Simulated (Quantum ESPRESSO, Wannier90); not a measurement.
# AlAs (zinc blende), plane waves to Wannier functions

```
CELL_PARAMETERS angstrom
      0.00000     2.83790     2.83790
      2.83790     0.00000     2.83790
      2.83790     2.83790     0.00000
ATOMIC_POSITIONS crystal
  Al 0.00000 0.00000 0.00000
  As 0.25000 0.25000 0.25000
```

Materials Project entry mp-2172; symmetrised, unrelaxed at this level. COD (Crystallography Open Database) has an entry of this formula and space group (matched by these alone). Method: PBEsol plane waves in Quantum ESPRESSO 7.5 (PseudoDojo norm-conserving files, 68 Ry, no spin polarisation, no spin-orbit coupling), Bloch states on a 8×8×8 mesh through Γ, Wannier90 4.0.1. Density: 10×10×10 mesh, cold smearing 0.01 Ry. Spin-orbit coupling, left out, would split the p-like bands by a few tenths of an eV.

Functional, cutoff and mesh named above are those of the base row (68); the first column says what each row takes instead. Model: 4 functions from bands 6-9, start SCDM (isolated) (the valence bands). Energies are relative to the valence-band maximum; the misfit is to pw.x on a path, for all bands of the set. Only the plane-wave cutoff changes (density cutoff four times as high). Ω_total can sit in another minimum from row to row; Ω_I of an isolated set cannot.

| ecutwfc (Ry) | Ω_I (Å²) | Ω_total (Å²) | rms misfit (meV) | gap (eV) | ΔE to highest cutoff (meV/atom) | plane waves a k-point, about (cost) | rough cost of nscf and overlaps (first row = 1) |
|---|---|---|---|---|---|---|---|
| 34 | 7.24 | 7.90 | 15 | 1.230 | 65089.9 | 1000 | 1.0 |
| 42 | … | 8.05 | 12 | … | … | 1400 | 1.4 |
| 51 | 7.46 | 8.12 | 11 | 1.392 | 5828.8 | 1900 | 2.3 |
| 68 | 7.49 | 8.15 | 11 | 1.342 | 102.9 | 2900 | 3.0 |
| 84 | 7.49 | 8.16 | 11 | 1.340 | 0.3 | 4000 | 5 |
| 105 | 7.49 | 8.16 | 11 | 1.340 | 0.0 | 5600 | 7 |

### Question
Some entries are withheld; supply them.

### Answer

- 42, Ω_I (Å²): 7.39
- 42, gap (eV): 1.500
- 42, ΔE to highest cutoff (meV/atom): 24206.5
